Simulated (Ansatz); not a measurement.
# SCF log, Sr$_{2}$NiMoO$_{6}$

We look at Sr$_{2}$NiMoO$_{6}$: a measured crystal structure (space group I4/m), with 10 atoms per cell. Sizeable forces remain on the atoms, so the positions aren't those of the computed minimum. Source: COD entry 4031530; the sample's temperature and pressure aren't taken into account, and it need not be the stable phase.

Theory: DFT, PBEsol+U, PAW, plane waves, scalar-relativistic (Ansatz development build ahead of 0.2.0).

Input file:

```yaml
crystal:
  lattice:
    - [-2.7747, 2.7747, 3.94777]
    - [2.7747, -2.7747, 3.94777]
    - [2.7747, 2.7747, -3.94777]
  atoms:
    - { symbol: O, position: [0.2426, 0.2426, 0.0] }
    - { symbol: O, position: [0.7574, 0.7574, 0.0] }
    - { symbol: Ni, position: [0.5, 0.5, 0.0], spin: 2.0, spin_axis: [0.0, 0.0, 2.0] }
    - { symbol: Mo, position: [0.0, 0.0, 0.0], spin: 2.0, spin_axis: [0.0, 0.0, 2.0] }
    - { symbol: Sr, position: [0.75, 0.25, 0.5] }
    - { symbol: Sr, position: [0.25, 0.75, 0.5] }
    - { symbol: O, position: [0.2187, 0.2689, 0.4876] }
    - { symbol: O, position: [0.2689, 0.7813, 0.0502] }
    - { symbol: O, position: [0.7813, 0.7311, 0.5124] }
    - { symbol: O, position: [0.7311, 0.2187, 0.9498] }
hamiltonian:
  xc: pbesol
  pseudopotentials: { kind: paw }
  hubbard: { sites: [{ species: Ni, l: d, u_eff: 6.2 }] }
  noncollinear_xc: locally_collinear
basis:
  ecutwfc: 420
kpoints:
  mp_grid: { grid: [2, 2, 3] }
scf:
  occupations: { method: gaussian, width: 0.05 }
  lower_state_search: "off"
  max_iter: 150
output:
  forces: true
  stress: true
  write_density: true
  write_potential: true
  elf: true
  volumetric_format: npy
magnetization:
  noncollinear: true
```

The run was started with:
```sh
ansatz run input.yaml --threads 4 --pin off --max-ram 9216MiB --backend cpu --events-out ev --progress --plain --runs-dir out
```

What the program printed (shortened):

```
Warning: crystal.symmetry: narrowed to the stabiliser of the k-point mesh — unitary ops 8 → 2; excluded 6 operations that carry a point of the 2×2×3 mesh (shift [0, 0, 0]) off the mesh (the run samples exactly the mesh kpoints.mp_grid names, as under crystal.symmetry.detect: false, and its converged state has the mesh's symmetry, not the crystal's; [...]
O: projections on atomic orbitals take those of the free atom [He] 2s2 2p4, of charge +0.00 (hamiltonian.pseudopotentials.projection_atoms); the dataset's partial waves leave at most 1.9e-8 of an orbital's norm unspanned inside its sphere
Ni: projections on atomic orbitals take those of the free atom [Ne] 3s2 3p6 3d8 4s2, of charge +0.00 (hamiltonian.pseudopotentials.projection_atoms); the dataset's partial waves leave at most 1.6e-6 of an orbital's norm unspanned inside its sphere
Mo: projections on atomic orbitals take those of the free atom [Ar 3d10] 4s2 4p6 4d5 5s1, of charge +0.00 (hamiltonian.pseudopotentials.projection_atoms); the dataset's partial waves leave at most 6.0e-6 of an orbital's norm unspanned inside its sphere
Sr: projections on atomic orbitals take those of the free atom [Ar 3d10] 4s2 4p6 5s2, of charge +0.00 (hamiltonian.pseudopotentials.projection_atoms); the dataset's partial waves leave at most 2.8e-6 of an orbital's norm unspanned inside its sphere
Pseudopotentials: kind: paw
Pseudopotential: O, paw, valence charge 6, recommended cutoff 420 eV (normal), O.paw.azcp
Pseudopotential: Ni, paw, valence charge 18, recommended cutoff 420 eV (normal), Ni.paw.azcp
Pseudopotential: Mo, paw, valence charge 14, recommended cutoff 420 eV (normal), Mo.paw.azcp
Pseudopotential: Sr, paw, valence charge 10, recommended cutoff 420 eV (normal), Sr.paw.azcp
Functional definition: PBEsol
Crystal: 10 atoms, lattice volume = 121.575 Å³
Basis set: ecut = 420 eV, 2421 PW (Γ), exchange–correlation on 80×80×80 points (8 copies of the dense FFT grid, shifted against one another)
Bands: 108, of which v1, the nominal top of the filled ones, is band 88 counted from 1 (87 counted from 0)
Symmetry: 2 space group operations
k-points: 8 of 12
Non-local potential: O, projectors of the file, l = 0: 2, l = 1: 2, l = 2: 1
Non-local potential: Ni, projectors of the file, l = 0: 3, l = 1: 2, l = 2: 3, l = 3: 1
Non-local potential: Mo, projectors of the file, l = 0: 3, l = 1: 2, l = 2: 2, l = 3: 1
Non-local potential: Sr, projectors of the file, l = 0: 3, l = 1: 2, l = 2: 2
PAW frozen core: O, regenerated for the run's functional, and the local potential with it (the file was generated under x = pbe(κ = 0.804, μ = 0.2195149727645171), c = pbe(β = 0.06672455060314922))
PAW frozen core: Ni, regenerated for the run's functional, and the local potential with it (the file was generated under x = pbe(κ = 0.804, μ = 0.2195149727645171), c = pbe(β = 0.06672455060314922))
PAW frozen core: Mo, regenerated for the run's functional, and the local potential with it (the file was generated under x = pbe(κ = 0.804, μ = 0.2195149727645171), c = pbe(β = 0.06672455060314922))
PAW frozen core: Sr, regenerated for the run's functional, and the local potential with it (the file was generated under x = pbe(κ = 0.804, μ = 0.2195149727645171), c = pbe(β = 0.06672455060314922))
Initial density: superposition of atomic densities (chi_scale 0.1, normalization cell, long waves kept (reshape's long-wave potential 0.01 eV rms))
Starting moments: Σ|m| = 4 μB on 2 of 10 sites
Initial wavefunctions: pseudopotential atomic-orbital guess
Functional: x = pbesol(κ = 0.804, μ = 0.12345679012345678), c = pbesol(β = 0.046)
SCF iter   1: F=—  HF=-21067.054772 eV  |F-HF|=—  |Δ(HF+E_count)|=         —  Δρ=2.19e-1  dr2=7.11e1  dr2_m=6.99e0  ethr=3.10e-3  |M|=6.63e-1 ∫|m|=8.00e-1 μB  |m|>n=0.0e0 m-floor=0.0e0 τ_xc=0.0e0  β_m=0.30  ⟨swp⟩=7.9  Hψ=3905  notcnv=0  defer=30
preconditioner: auto → Resta (q_TF=auto, 2.585 Å⁻¹)  ε∞=5.2  [insulator: Δε(μ)=0.069 eV  Ē_g=13.475 eV  σ=0.050 eV  W_gap=0.67  n_scr=26 (ndim 8)  ℏωp=27.8 eV  f_vac=0.000  D(μ)=2.84/eV (n_scr^D=14)  ε∞_Penn≈5.2]
spin=Noncollinear: Resta preconditioning applied to the charge; magnetization (m_x, m_y, m_z) channels mix plain (no charge-response kernel on spin).
SCF iter   2: F=—  HF=-21057.930550 eV  |F-HF|=—  |Δ(HF+E_count)|=    9.12e0  Δρ=8.67e-2  dr2=8.70e0  dr2_m=1.29e0  ethr=3.10e-3  |M|=2.00e0 ∫|m|=2.15e0 μB  |m|>n=0.0e0 m-floor=0.0e0 τ_xc=0.0e0  β_m=0.30  ⟨swp⟩=4.0  Hψ=2053  notcnv=0  defer=94
SCF iter   3: F=—  HF=-21057.128244 eV  |F-HF|=—  |Δ(HF+E_count)|=   8.02e-1  Δρ=4.60e-2  dr2=2.28e0  dr2_m=5.89e-1  ethr=3.10e-3  |M|=2.00e0 ∫|m|=2.11e0 μB  |m|>n=0.0e0 m-floor=0.0e0 τ_xc=0.0e0  β_m=0.30  ⟨swp⟩=3.0  Hψ=1816  notcnv=0  defer=96
SCF iter   4: F=—  HF=-21057.276668 eV  |F-HF|=—  |Δ(HF+E_count)|=   1.48e-1  Δρ=3.63e-2  dr2=4.80e-1  dr2_m=3.66e-1  ethr=2.59e-3  |M|=2.00e0 ∫|m|=2.11e0 μB  |m|>n=0.0e0 m-floor=0.0e0 τ_xc=0.0e0  β_m=0.30  ⟨swp⟩=3.1  Hψ=1432  notcnv=0  defer=96
SCF iter   5: F=—  HF=-21057.718385 eV  |F-HF|=—  |Δ(HF+E_count)|=   4.42e-1  Δρ=3.11e-2  dr2=7.64e-1  dr2_m=2.70e-1  ethr=5.46e-4  |M|=2.00e0 ∫|m|=2.10e0 μB  |m|>n=0.0e0 m-floor=0.0e0 τ_xc=0.0e0  β_m=0.30  ⟨swp⟩=3.0  Hψ=1521  notcnv=0  defer=96
SCF iter   6: F=—  HF=-21057.826544 eV  |F-HF|=—  |Δ(HF+E_count)|=   1.08e-1  Δρ=2.30e-2  dr2=9.75e-2  dr2_m=1.48e-1  ethr=5.46e-4  |M|=2.00e0 ∫|m|=2.09e0 μB  |m|>n=0.0e0 m-floor=0.0e0 τ_xc=0.0e0  β_m=0.30  ⟨swp⟩=3.4  Hψ=1572  notcnv=0  defer=96
SCF iter   7: F=—  HF=-21057.939678 eV  |F-HF|=—  |Δ(HF+E_count)|=   1.13e-1  Δρ=1.73e-2  dr2=4.22e-2  dr2_m=8.29e-2  ethr=1.11e-4  |M|=2.00e0 ∫|m|=2.08e0 μB  |m|>n=0.0e0 m-floor=0.0e0 τ_xc=0.0e0  β_m=0.30  ⟨swp⟩=2.1  Hψ=1461  notcnv=0  defer=96
Mixer restart at iter 7: flushing history
spin-set hold released at iteration 7 (site moments contracting): the magnetisation degrees of freedom join the quasi-Newton model from the next iteration; the mixer history was flushed
SCF iter   8: F=—  HF=-21058.003753 eV  |F-HF|=—  |Δ(HF+E_count)|=   6.41e-2  Δρ=1.33e-2  dr2=9.60e-3  dr2_m=4.92e-2  ethr=4.80e-5  |M|=2.00e0 ∫|m|=2.07e0 μB  |m|>n=0.0e0 m-floor=0.0e0 τ_xc=0.0e0  β_m=0.65  ⟨swp⟩=2.6  Hψ=1351  notcnv=0  defer=96
SCF iter   9: F=—  HF=-21058.097461 eV  |F-HF|=—  |Δ(HF+E_count)|=   9.37e-2  Δρ=4.97e-3  dr2=3.82e-2  dr2_m=2.23e-3  ethr=1.09e-5  |M|=2.00e0 ∫|m|=2.06e0 μB  |m|>n=0.0e0 m-floor=0.0e0 τ_xc=0.0e0  β_m=0.59  ⟨swp⟩=3.5  Hψ=1798  notcnv=0  defer=96
SCF iter  10: F=—  HF=-21058.092380 eV  |F-HF|=—  |Δ(HF+E_count)|=   5.08e-3  Δρ=8.51e-4  dr2=1.00e-3  dr2_m=7.85e-5  ethr=1.09e-5  |M|=2.00e0 ∫|m|=2.06e0 μB  |m|>n=0.0e0 m-floor=0.0e0 τ_xc=0.0e0  β_m=0.66  ⟨swp⟩=2.6  Hψ=1665  notcnv=0  defer=96
SCF iter  11: F=—  HF=-21058.092308 eV  |F-HF|=—  |Δ(HF+E_count)|=   7.24e-5  Δρ=3.05e-4  dr2=1.06e-4  dr2_m=7.47e-6  ethr=1.14e-6  |M|=2.00e0 ∫|m|=2.06e0 μB  |m|>n=0.0e0 m-floor=0.0e0 τ_xc=0.0e0  β_m=0.79  ⟨swp⟩=2.0  Hψ=1098  notcnv=0  defer=96
SCF iter  12: F=—  HF=-21058.092312 eV  |F-HF|=—  |Δ(HF+E_count)|=   4.10e-6  Δρ=1.34e-4  dr2=2.12e-5  dr2_m=1.24e-6  ethr=1.20e-7  |M|=2.00e0 ∫|m|=2.06e0 μB  |m|>n=0.0e0 m-floor=0.0e0 τ_xc=0.0e0  β_m=0.84  ⟨swp⟩=2.0  Hψ=1461  notcnv=0  defer=96
SCF iter  13: F=—  HF=-21058.092439 eV  |F-HF|=—  |Δ(HF+E_count)|=   1.27e-4  Δρ=1.53e-4  dr2=2.40e-5  dr2_m=3.86e-7  ethr=2.41e-8  |M|=2.00e0 ∫|m|=2.06e0 μB  |m|>n=0.0e0 m-floor=0.0e0 τ_xc=0.0e0  β_m=0.68  ⟨swp⟩=2.0  Hψ=1322  notcnv=0  defer=96
SCF iter  14: F=—  HF=-21058.092435 eV  |F-HF|=—  |Δ(HF+E_count)|=   4.30e-6  Δρ=1.82e-5  dr2=1.96e-7  dr2_m=6.63e-8  ethr=2.41e-8  |M|=2.00e0 ∫|m|=2.06e0 μB  |m|>n=0.0e0 m-floor=0.0e0 τ_xc=0.0e0  β_m=0.84  ⟨swp⟩=2.0  Hψ=1218  notcnv=0  defer=96
SCF iter  15: F=—  HF=-21058.092436 eV  |F-HF|=—  |Δ(HF+E_count)|=   6.75e-7  Δρ=1.16e-5  dr2=5.42e-8  dr2_m=2.53e-8  ethr=1.14e-10  |M|=2.00e0 ∫|m|=2.06e0 μB  |m|>n=0.0e0 m-floor=0.0e0 τ_xc=0.0e0  β_m=0.92  ⟨swp⟩=20.0  Hψ=7913  notcnv=0
SCF iter  16: F=—  HF=-21058.092436 eV  |F-HF|=—  |Δ(HF+E_count)|=   4.38e-7  Δρ=1.69e-5  dr2=1.70e-7  dr2_m=1.71e-8  ethr=6.15e-11  |M|=2.00e0 ∫|m|=2.06e0 μB  |m|>n=0.0e0 m-floor=0.0e0 τ_xc=0.0e0  β_m=0.96  ⟨swp⟩=10.0  Hψ=6280  notcnv=0
SCF iter  17: F=—  HF=-21058.092436 eV  |F-HF|=—  |Δ(HF+E_count)|=   4.62e-7  Δρ=1.72e-5  dr2=2.12e-7  dr2_m=8.06e-9  ethr=6.15e-11  |M|=2.00e0 ∫|m|=2.06e0 μB  |m|>n=0.0e0 m-floor=0.0e0 τ_xc=0.0e0  β_m=0.98  ⟨swp⟩=3.0  Hψ=1636  notcnv=0
SCF iter  18: F=-21058.092437 eV  HF=-21058.092437 eV  |F-HF|=5.87e-8  |Δ(HF+E_count)|=   1.39e-7  Δρ=6.70e-6  dr2=6.01e-8  dr2_m=1.51e-9  ethr=6.15e-11  |M|=2.00e0 ∫|m|=2.06e0 μB  |m|>n=0.0e0 m-floor=0.0e0 τ_xc=0.0e0  ⟨swp⟩=7.6  Hψ=5852  notcnv=0
SCF 1 converged in 18 iterations: F = -21058.092437 eV  dr2 = 6.01e-8
  greatest PAW one-centre occupation: 1.001 electrons in one spin orbital (limit 2), on the Ni atom at site 2 (counted from 0), in its partial waves of l = 1
SCF converged after 18 iterations
Stability not checked: this state was not tested for a lower state beside it, because this non-collinear magnet's GGA is evaluated by the locally collinear projection, under which the energy is not smooth in the magnetisation (locally_collinear_gga; see scf.lower_state_search)
Magnetization: |M| = 2.0000 μB,  M = (+0.0000, +0.0000, +2.0000) μB
Absolute magnetization: 2.0582 μB (∫|m|, with the PAW one-centre terms)
Moment direction: held on its axis by an average over the rotations of spin about it
  site 0: m = (+0.0000, +0.0000, +0.0352) μB, |m| = 0.0352 μB  (R = 0.79 Å)
  site 1: m = (+0.0000, +0.0000, +0.0352) μB, |m| = 0.0352 μB  (R = 0.79 Å)
  site 2: m = (+0.0000, +0.0000, +1.6931) μB, |m| = 1.6931 μB  (R = 0.83 Å)
  site 3: m = (+0.0000, +0.0000, +0.0285) μB, |m| = 0.0285 μB  (R = 0.79 Å)
  site 4: m = (+0.0000, +0.0000, -0.0010) μB, |m| = 0.0010 μB  (R = 1.09 Å)
  site 5: m = (+0.0000, +0.0000, -0.0010) μB, |m| = 0.0010 μB  (R = 1.09 Å)
  site 6: m = (+0.0000, +0.0000, +0.0345) μB, |m| = 0.0345 μB  (R = 0.79 Å)
  site 7: m = (+0.0000, +0.0000, +0.0357) μB, |m| = 0.0357 μB  (R = 0.79 Å)
  site 8: m = (+0.0000, +0.0000, +0.0345) μB, |m| = 0.0345 μB  (R = 0.79 Å)
  site 9: m = (+0.0000, +0.0000, +0.0357) μB, |m| = 0.0357 μB  (R = 0.79 Å)
Free energy (F): -21058.092437 eV
Harris-Foulkes:  -21058.092437 eV  (|F-HF|=5.87e-8)
Internal energy: -21058.092437 eV  (E = F + TS)
E sigma→0 (E₀):  -21058.092437 eV
Fermi energy:    11.284378 eV
--- Per-component energies (eV) ---
  E_band       = -663.538079
  E_kinetic    = 2253.324584
  E_local      = -8932.244156  (includes V_loc(G=0)·N_el)
  E_nonlocal   = 1476.416498
  E_hartree    = 3371.797086
  E_xc         = -1047.033930
  E_vxc        = -1221.501061  (∫ρ·V_xc dr)
  E_hubbard    = 0.959600  (on-site DFT+U / exact-exchange correction)
  E_vhub       = -23.609694  (the Hubbard potential's part of the band-sum identity)
  E_paw        = -10938.399453  (= ΣΔE_a)
  E_vpaw       = -959.530845  (= ΣTr[D̂ρ^β])
  E_aug_tail   = 0.015239  (compensation charges beyond the density's cutoff)
  E_ewald      = -7243.814916
  E_core_change = 0.887010  (= ΣΔE_core)
  E_smearing   = -0.000000  (= −TS)
  E_closure    = -0.000000  (closes the sum)
  Σ components = -21058.092437   (vs F -21058.092437, Δ=0.00e0)
--- Hubbard shell moments (per corrected site; Tr N, ν in electrons; μ in μ_B) ---
  shell 0: Tr N=8.2352  μ_S=(+0.0000, -0.0000, +1.7048)  μ_L=(-0.0000, -0.0000, +0.0000)  μ=(-0.0000, -0.0000, +1.7048)  ν=0.0000 along (+0.000, +0.000, +1.000)
--- Forces (eV/Å), atoms counted from 1 ---
  atom   1  O      0.00112484     0.00229699    -0.42796294
  atom   2  O     -0.00112484    -0.00229699     0.42796294
  atom   3  Ni     0.00000000     0.00000000     0.00000000
  atom   4  Mo     0.00000000     0.00000000     0.00000000
  atom   5  Sr     0.00049870     0.00178480    -0.00828314
  atom   6  Sr    -0.00049870    -0.00178480     0.00828314
  atom   7  O     -0.34987000    -0.48578398     0.00182946
  atom   8  O      0.51577963    -0.36224651    -0.00182717
  atom   9  O      0.34987000     0.48578398    -0.00182946
  atom  10  O     -0.51577963     0.36224651     0.00182717
  max |Σ_I F_I| component: 0.00e0 eV/Å
--- Stress (GPa, compression-positive) ---
       -2.097868      -0.318555      -0.018512
       -0.318704      -2.130875      -0.027354
       -0.018463      -0.027296      -1.428625
  P = ⅓ Tr σ = -1.8858 GPa (-18.858 kbar)
--- Band table (eV; the first three rows and the last of 8) ---
k-point 0: bands = ["-93.1954", "-91.0006", "-53.7186", "-53.7048", "-53.7026", "-51.7035", "-51.6695", "-51.5740", "-51.5630", "-51.5620", "-25.8793", "-25.8592", "-25.8547", "-25.8442", "-25.8217", "-25.8175", "-22.5511", "-22.5502", "-22.4924", "-22.4915", "-7.4892", "-7.4281", "-6.7584", "-6.6816", "-6.6008", "-6.5160", "-6.1197", "-6.1095", "-6.0980", "-6.0587", "-6.0467", "-6.0345", "-4.8487", "-4.8483", "-4.8480", "-4.8476", "-4.6839", "-4.6723", "-4.5659", "-4.5650", "-4.5288", "-4.5282", "-4.5279", "-4.5273", "3.4222", "3.4263", "4.5335", "4.6607", "4.9265", [...]
k-point 1: bands = ["-93.1954", "-91.0006", "-53.7186", "-53.7048", "-53.7026", "-51.7037", "-51.6694", "-51.5740", "-51.5629", "-51.5620", "-25.8795", "-25.8595", "-25.8564", "-25.8445", "-25.8220", "-25.8190", "-22.5322", "-22.5313", "-22.5064", "-22.5056", "-7.6119", "-7.5395", "-6.8766", "-6.8016", "-6.6604", "-6.5142", "-6.4917", "-6.4539", "-6.4064", "-6.4041", "-6.1936", "-6.0725", "-4.5752", "-4.5742", "-4.5334", "-4.5325", "-4.5096", "-4.5088", "-4.3509", "-4.3376", "-4.2258", "-4.2100", "-4.1698", "-4.1505", "3.4175", "3.7933", "4.2631", "4.3034", "4.5529", [...]
k-point 2: bands = ["-93.1954", "-91.0006", "-53.7186", "-53.7048", "-53.7026", "-51.7035", "-51.6695", "-51.5740", "-51.5629", "-51.5620", "-25.8801", "-25.8599", "-25.8556", "-25.8450", "-25.8222", "-25.8181", "-22.5203", "-22.5194", "-22.5183", "-22.5175", "-7.3563", "-7.3056", "-6.9411", "-6.8841", "-6.8376", "-6.7786", "-6.7549", "-6.6947", "-6.2728", "-6.1512", "-6.1032", "-5.9704", "-4.6106", "-4.6091", "-4.5452", "-4.5249", "-4.4869", "-4.4828", "-4.3973", "-4.3654", "-4.2023", "-4.1957", "-4.1746", "-4.1646", "4.1667", "4.1733", "5.0077", "5.0962", "5.1192", [...]
k-point 7: bands = ["-93.1954", "-91.0006", "-53.7186", "-53.7048", "-53.7026", "-51.7037", "-51.6694", "-51.5740", "-51.5629", "-51.5620", "-25.8809", "-25.8599", "-25.8551", "-25.8459", "-25.8224", "-25.8177", "-22.5224", "-22.5215", "-22.5146", "-22.5138", "-7.5730", "-7.5006", "-7.2012", "-7.1219", "-6.6789", "-6.5597", "-6.4446", "-6.3884", "-6.3509", "-6.2476", "-6.1954", "-6.1901", "-4.5228", "-4.5219", "-4.4772", "-4.4762", "-4.4456", "-4.4409", "-4.2842", "-4.2711", "-4.1976", "-4.1784", "-4.0340", "-4.0121", "3.5461", "3.5955", "4.2063", "4.3573", "4.6359", [...]
```

A static U favours moments and orbital order; the result depends on U and need not be the measured state. With one magnetic atom in the cell its copies can only be parallel; orders in a larger cell may lie lower. The mesh is coarse, so energy differences (and at times their sign) aren't converged. The mesh has less symmetry than the lattice, which lowers the symmetry of the run.

The run took 18 s on 4 threads of Arm Neoverse V2 (shared host), peak memory 0.98 GiB.
